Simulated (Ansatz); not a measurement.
What a trial cell of LiTaO₂ relaxes into

Level of theory: Ansatz, DFT PBE, scalar-relativistic, plane waves, PAW. Cutoff 420 eV, Gaussian smearing, Γ-centred meshes. Cell and atoms relax first on a coarse mesh and then on a finer one. In between, the cell is made exact in the group found at 0.06 Å. In metals the finer mesh still leaves noise of several meV/atom or more. The steps can't lower the symmetry of their start. No spin polarisation in the relaxation; trial moments died out in a coarse test.

The guess for LiTaO₂ was made by a generator: random cell by space group and Wyckoff sites (Cmmm, No. 65). The dimensions are guesses.

```
Li Ta O
1.0
     1.96609   -3.70713    0.00000
     1.96609    3.70713    0.00000
     0.00000    0.00000    3.58470
Li Ta O
1 1 2
Direct
  0.00000 0.00000 0.00000
  0.50000 0.50000 0.00000
  0.79477 0.20523 0.00000
  0.20523 0.79477 0.00000
```

Formation energies are uncorrected and refer to the elements' standard structures at the same level (O₂ as a molecule).

Question: Describe the relaxed structure.

Answer: The symmetry stays Cmmm (No. 65). The volume per atom grows by 87.9 %, from 13.1 to 24.6 Å³. The shortest distance goes from 1.52 Å (Li–O) to 1.77 Å (Li–O). The energy falls by about 1.5 eV/atom (the start's value is from the coarse mesh). The end is written in a standard setting, so origin, axes and order of atoms can differ from the start's. Conventional cell: a = 7.239 Å, b = 8.901 Å, c = 3.049 Å. Li has 2 O at 1.77 Å; Ta is surrounded by 2 O at 1.85 Å and 2 Ta at 3.05 Å; around O lie 1 Li at 1.77 Å and 1 Ta at 1.85 Å.

```xyz
4
Lattice="3.6194 -4.4503 0.0000 3.6194 4.4503 0.0000 0.0000 0.0000 3.0485" Properties=species:S:1:pos:R:3 pbc="T T T"
Li    0.0000    0.0000    0.0000
Ta    3.6194    0.0000    0.0000
O     5.4680    0.0000    0.0000
O     1.7707    0.0000    0.0000
```

Question: How does it come out in energy, and is it a metal?

Answer: The energy over the elements is −1.05 eV/atom and the gap on the 8×8×16 mesh of the 4-atom cell is 0 eV (a metal).

The last run used Gaussian smearing of 0.10 eV. No dispersion correction is applied, so the spacing and binding between layers, chains or molecules are poorly described. Spin–orbit coupling, which can matter for Ta, is left out. Symmetry constrained the relaxation, so the result can be a saddle point. Another cell of LiTaO2 relaxed alike, in R-3m, lies 1.09 eV/atom lower, so this cell isn't the stable form at this level.
